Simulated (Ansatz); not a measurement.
HfO2 (tetragonal-ZrO2 type, space group P4_2/nmc)

Space group P4₂/nmc, origin choice 1 (No. 137); a = 3.577 Å, b = 3.577 Å, c = 5.204 Å, α = 90.00°, β = 90.00°, γ = 90.00°

```csv
atom,site,symmetry,x,y,z
Hf,2a,-4m2,0.0000,0.0000,0.0000
O,4d,2mm.,0.0000,0.5000,0.1961
```

This relaxed cell (volume V₀) is scaled evenly in all directions, its shape held. The atoms relax within the cell's symmetry.

Method: r2SCAN (plane waves to 500 eV, PAW, scalar-relativistic; Ansatz, an electronic-structure program). k mesh 9×9×7 (Γ-centred), Fermi-Dirac smearing 0.05 eV. Energies are smeared free energies. Stress and pressure are positive under compression. HfO2 is run without spin polarisation. HfO2 was relaxed with its symmetry unable to fall. Spin-orbit coupling is left out, though Hf is heavy. The PAW data are Ansatz's earlier set. This is a high-temperature form of HfO2. The zero of ΔE is the relaxed starting cell.

Question: Estimate the ΔE (meV/atom) and P (GPa) for V/V₀ = 0.940, 0.960, 0.970, 0.990, 1.040.

Answer: 
| V/V₀ | ΔE (meV/atom) | P (GPa) |
|---|---|---|
| 0.940 | 29.3 | 15.0 |
| 0.960 | 12.5 | 9.4 |
| 0.970 | 6.9 | 6.9 |
| 0.990 | 0.7 | 2.2 |
| 1.040 | 10.7 | -7.5 |

(Under strain, the slope of the energy per volume gives the stress and its curvature an elastic modulus.)
